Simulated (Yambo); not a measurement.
G0W0@LDA for Cs2NaInF6 (space group Fm-3m, No. 225) in Yambo. Reference settings: 2×2×2 Γ-centred k mesh, bands 2 to 331 and a 8 Ry block in the screening, 331 bands in G with the Bruneval-Gonze terminator, plasmon pole fitted at 27.2 eV. The LDA gap L → Γ on this mesh is 5.35 eV; G0W0 gaps are taken between the same points.

Gap (L → Γ) in eV against the number of bands and the screening block, terminator on:

```tsv
bands (W and G)	2 Ry	3 Ry	5 Ry	6 Ry	8 Ry
84	10.283	9.801	9.568	9.544	9.507
128	9.874	9.391	9.182	9.165	9.148
185	9.704	9.198	8.997	8.985	8.984
257	9.625	9.111	8.916	8.906	8.907
331	9.602	9.069	8.875	8.868	8.874
```

Rough cost of the Yambo step against the reference (shared machines):

```json
[
 {"bands (W and G)": "84", "2 Ry": "1/7", "3 Ry": "1/5", "5 Ry": "1/5", "6 Ry": "1/4", "8 Ry": "1/4"},
 {"bands (W and G)": "128", "2 Ry": "1/3", "3 Ry": "1/3", "5 Ry": "1/2", "6 Ry": "1/2", "8 Ry": "1/2"},
 {"bands (W and G)": "185", "2 Ry": "~1", "3 Ry": "~1", "5 Ry": "~1", "6 Ry": "~1", "8 Ry": "~1"},
 {"bands (W and G)": "257", "2 Ry": "~1", "3 Ry": "~1", "5 Ry": "~1", "6 Ry": "~1", "8 Ry": "~1"},
 {"bands (W and G)": "331", "2 Ry": "~1", "3 Ry": "~1", "5 Ry": "~1", "6 Ry": "~1", "8 Ry": "1"}
]
```

At the largest block the last step in bands moves the gap by -0.033 eV; at the most bands the last step in the block moves it by 0.006 eV.

Spin-orbit splittings are left out.

The standard potential for In keeps a d shell in the valence without the s and p states of that shell. In tests on such compounds this moved G0W0 gaps by up to about 0.9 eV, so absolute quasiparticle energies here are unreliable; differences between settings are what counts.

Geometry of the Materials Project entry, not relaxed at this level; primitive cell a = 6.274 Å, b = 6.274 Å, c = 6.274 Å, α = 60.00°, β = 60.00°, γ = 60.00°.
